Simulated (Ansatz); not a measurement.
A relaxation computed with Ansatz, from input to last step.

```yaml
crystal:
  lattice:
    - [3.145, -2.25, 0.0]
    - [3.145, 2.25, 0.0]
    - [0.0, 0.0, 8.21]
  atoms:
    - { symbol: Cl, position: [0.87, 0.13, 0.1] }
    - { symbol: Cl, position: [0.63, 0.37, 0.6] }
    - { symbol: Cl, position: [0.13, 0.87, 0.9] }
    - { symbol: Cl, position: [0.37, 0.63, 0.4] }
basis:
  ecutwfc: 420
kpoints:
  mp_grid: { grid: [8, 8, 4] }
hamiltonian:
  xc: pbe
scf:
  occupations: { method: gaussian, width: 0.02 }
output:
  forces: true
  stress: true
  eigenvalues: true
  write_density: true
  write_potential: true
  elf: true
  volumetric_format: npy
relax:
  adjacent_minimum: "off"
  f_tol: 0.005
  max_steps: 80
  cell: { stress_tol: 0.05 }
```

```bash
ansatz run input.yaml --threads 1 --pin off --max-ram 2560MiB --backend cpu --events-out ev --progress --plain --runs-dir out
```

The calculation used Ansatz, DFT PBE, scalar-relativistic, plane waves, PAW.

Of 14 frames 9 are shown, positions in Å and forces in eV/Å; the SCF threshold varies from step to step. Steps run on the plane waves of an earlier cell, with a Pulay correction in the pressure. The basis is chosen afresh for the last frame, the zero of the energies, and at times for earlier ones too; energy and pressure step there, also at an unchanged geometry.

```xyz
4
Lattice="3.1450 -2.2500 0.0000 3.1450 2.2500 0.0000 0.0000 0.0000 8.2100" Properties=species:S:1:pos:R:3:forces:R:3 pbc="T T T" step=1 free_energy_over_end_meV_per_atom=22.09 pressure_GPa=0.66
Cl    3.1450   -1.6650    0.8210    0.0000   -0.0556    0.0802
Cl    3.1450   -0.5850    4.9260    0.0000    0.0556    0.0802
Cl    3.1450    1.6650    7.3890    0.0000    0.0556   -0.0802
Cl    3.1450    0.5850    3.2840    0.0000   -0.0556   -0.0802
4
Lattice="3.2658 -2.2918 0.0000 3.2658 2.2918 0.0000 0.0000 0.0000 8.1916" Properties=species:S:1:pos:R:3:forces:R:3 pbc="T T T" step=2 free_energy_over_end_meV_per_atom=11.57 pressure_GPa=0.32
Cl    3.2658   -1.7398    0.8449    0.0000   -0.0194    0.0256
Cl    3.2658   -0.5520    4.9407    0.0000    0.0194    0.0256
Cl    3.2658    1.7398    7.3466    0.0000    0.0194   -0.0256
Cl    3.2658    0.5520    3.2508    0.0000   -0.0194   -0.0256
4
Lattice="3.5734 -2.2562 0.0000 3.5734 2.2562 0.0000 0.0000 0.0000 8.1978" Properties=species:S:1:pos:R:3:forces:R:3 pbc="T T T" step=4 free_energy_over_end_meV_per_atom=3.89 pressure_GPa=0.32
Cl    3.5734   -1.7462    0.8681    0.0000    0.0823    0.1183
Cl    3.5734   -0.5100    4.9670    0.0000   -0.0823    0.1183
Cl    3.5734    1.7462    7.3297    0.0000   -0.0823   -0.1183
Cl    3.5734    0.5100    3.2308    0.0000    0.0823   -0.1183
4
Lattice="3.6410 -2.1901 0.0000 3.6410 2.1901 0.0000 0.0000 0.0000 8.4632" Properties=species:S:1:pos:R:3:forces:R:3 pbc="T T T" step=5 free_energy_over_end_meV_per_atom=2.98 pressure_GPa=-0.04
Cl    3.6410   -1.7140    0.8918    0.0000    0.0039    0.0037
Cl    3.6410   -0.4761    5.1234    0.0000   -0.0039    0.0037
Cl    3.6410    1.7140    7.5714    0.0000   -0.0039   -0.0037
Cl    3.6410    0.4761    3.3398    0.0000    0.0039   -0.0037
4
Lattice="3.7060 -2.1782 0.0000 3.7060 2.1782 0.0000 0.0000 0.0000 8.3225" Properties=species:S:1:pos:R:3:forces:R:3 pbc="T T T" step=7 free_energy_over_end_meV_per_atom=2.50 pressure_GPa=0.00
Cl    3.7060   -1.6849    0.8836    0.0000    0.0046    0.0059
Cl    3.7060   -0.4933    5.0448    0.0000   -0.0046    0.0059
Cl    3.7060    1.6849    7.4389    0.0000   -0.0046   -0.0059
Cl    3.7060    0.4933    3.2777    0.0000    0.0046   -0.0059
4
Lattice="3.7001 -2.1746 0.0000 3.7001 2.1746 0.0000 0.0000 0.0000 8.3132" Properties=species:S:1:pos:R:3:forces:R:3 pbc="T T T" step=8 free_energy_over_end_meV_per_atom=2.49 pressure_GPa=0.00
Cl    3.7001   -1.6791    0.8828    0.0000   -0.0003    0.0003
Cl    3.7001   -0.4954    5.0394    0.0000    0.0003    0.0003
Cl    3.7001    1.6791    7.4304    0.0000    0.0003   -0.0003
Cl    3.7001    0.4954    3.2738    0.0000   -0.0003   -0.0003
4
Lattice="3.8085 -2.1550 0.0000 3.8085 2.1550 0.0000 0.0000 0.0000 8.3384" Properties=species:S:1:pos:R:3:forces:R:3 pbc="T T T" step=10 free_energy_over_end_meV_per_atom=0.42 pressure_GPa=0.05
Cl    3.8085   -1.6604    0.8830    0.0000    0.0011    0.0176
Cl    3.8085   -0.4946    5.0522    0.0000   -0.0011    0.0176
Cl    3.8085    1.6604    7.4554    0.0000   -0.0011   -0.0176
Cl    3.8085    0.4946    3.2862    0.0000    0.0011   -0.0176
4
Lattice="3.9410 -2.1284 0.0000 3.9410 2.1284 0.0000 0.0000 0.0000 8.3749" Properties=species:S:1:pos:R:3:forces:R:3 pbc="T T T" step=11 free_energy_over_end_meV_per_atom=0.28 pressure_GPa=-0.08
Cl    3.9410   -1.6585    0.8999    0.0000   -0.0177   -0.0628
Cl    3.9410   -0.4699    5.0874    0.0000    0.0177   -0.0628
Cl    3.9410    1.6585    7.4750    0.0000    0.0177    0.0628
Cl    3.9410    0.4699    3.2876    0.0000   -0.0177    0.0628
4
Lattice="3.9516 -2.1450 0.0000 3.9516 2.1450 0.0000 0.0000 0.0000 8.3419" Properties=species:S:1:pos:R:3:forces:R:3 pbc="T T T" step=14 free_energy_over_end_meV_per_atom=0.00 pressure_GPa=0.01
Cl    3.9516   -1.6587    0.8885    0.0000    0.0010    0.0018
Cl    3.9516   -0.4864    5.0594    0.0000   -0.0010    0.0018
Cl    3.9516    1.6587    7.4535    0.0000   -0.0010   -0.0018
Cl    3.9516    0.4864    3.2825    0.0000    0.0010   -0.0018
```

Time: 5.5 min on 1 thread of Intel(R) Xeon(R) Processor @ 2.50GHz (Skylake/Cascade Lake), on a shared host, peak memory 0.48 GiB.

The cell holds molecules, and where no dispersion correction was added their binding is poorly described.